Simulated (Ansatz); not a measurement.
This ZrF structure is the end of a relaxation. The cell was found from a structure generator's guess, not taken from experiment.

Theory: Ansatz, DFT PBE, scalar-relativistic, plane waves, PAW. Cutoff 420 eV, Γ-centred mesh, Gaussian smearing, no spin polarisation.

```cif
data_structure
_symmetry_space_group_name_H-M 'P 1'
_symmetry_Int_Tables_number 1
_cell_length_a 3.3946
_cell_length_b 3.3946
_cell_length_c 5.3996
_cell_angle_alpha 90.000
_cell_angle_beta 90.000
_cell_angle_gamma 90.000
_cell_volume 62.22
loop_
_atom_site_label
_atom_site_type_symbol
_atom_site_fract_x
_atom_site_fract_y
_atom_site_fract_z
_atom_site_occupancy
Zr1 Zr 0.00000 0.50000 0.19893 1
Zr2 Zr 0.50000 0.00000 0.80107 1
F1 F 0.00000 0.00000 0.50000 1
F2 F 0.50000 0.50000 0.50000 1
```

Energies over the elements count from the elements' standard structures at the same level (F₂ as a molecule), with no fitted energy shifts.

(1) Find its symmetry and describe it.

(2) What is its formation energy per atom?

(3) Is it a metal?

Answers

(1) P4/nmm (No. 129), the litharge type. Conventional cell: a = 3.395 Å, c = 5.400 Å. Zr is surrounded by 4 F at 2.35 Å; around F lie 4 Zr at 2.35 Å and 4 F at 2.40 Å.

(2) −2.15 eV/atom. It lies below the elements, which doesn't yet make it stable against other compounds or structures.

(3) Yes, bands cross the Fermi level on the 14×14×10 mesh.

The last run used a 14×14×10 mesh (in the run's order of axes) for its 4-atom cell and Gaussian smearing of 0.10 eV. A structure relaxed within its symmetry needn't be a true minimum.
